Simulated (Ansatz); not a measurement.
**TiAl: computed property card**

TiAl:
```xyz
2
Lattice="2.8493 0.0000 0.0000 -1.4247 2.4676 0.0000 0.0000 0.0000 4.6165" Properties=species:S:1:pos:R:3 pbc="T T T"
Ti     0.0000     0.0000     0.0000
Al     0.0000     1.6450     2.3082
```

Space group P-6m2 (No. 187); conventional cell a = 2.8493 Å, b = 2.8493 Å, c = 4.6165 Å, α = 90.00°, β = 90.00°, γ = 120.00°.

Method: PBEsol in the plane-wave PAW code Ansatz. The cell and atoms are relaxed at this level. Other levels are named where they apply.

### Cell and energy

```json
{
  "volume_per_atom": "16.23 Å³",
  "density": "3.83 g/cm³",
  "Formation energy from the elements (no fitted shifts)": "-0.24 eV/atom"
}
```

### Electronic structure

```json
{
  "electronic_character": "metallic (no gap)",
  "Density of states at the Fermi level": "1.4 states/eV per atom (mean over ±0.08 eV)"
}
```

### Mechanics

```json
{
  "Bulk modulus (Birch–Murnaghan fit)": "110 GPa",
  "Pressure derivative B′": "3.6",
  "Elastic constants (relaxed ions, GPa)": "C11 = 142, C12 = 106, C13 = 68.9, C33 = 239, C44 = 75.0",
  "mechanical_stability": "stable (all eigenvalues of C positive)",
  "hill_bulk_and_shear_moduli": "112 and 42.5 GPa",
  "Young's modulus": "113 GPa",
  "Poisson's ratio": "0.33",
  "debye_temperature_from_the_elastic_constants": "440 K"
}
```

### Phonons

```json
{
  "highest_zone_centre_frequency": "341 cm⁻¹",
  "zone_centre_stability": "no imaginary mode at Γ"
}
```

The first step of the workflow began from a Materials Project structure, measured or hypothetical; the Crystallography Open Database copy checked does not list it. With Ti and Al taken as one species the cell has the higher symmetry P6_3/mmc, so it may be an ordered model of a mixed-site phase. It is not the phase usual at ambient conditions (space group No. 123). The PBEsol relaxation kept the symmetry of its start. No spin polarisation was allowed. As this level gives no gap, shear constants depend on the k-mesh and smearing (Fermi–Dirac, 0.1 eV here). As this level gives no gap, phonon frequencies hold no LO–TO term and depend on the k-mesh and smearing (Fermi–Dirac, 0.1 eV here). Axis ratios of metals converge slowly with the k-mesh, so a and c are less sure than the volume. The references are the lowest solids computed at this level, not always the standard phases.

Potentials: the earlier of the program's two PAW sets. The files were generated under PBE; for other functionals the program regenerates the frozen cores, and for LDA and PBEsol the local potential too.
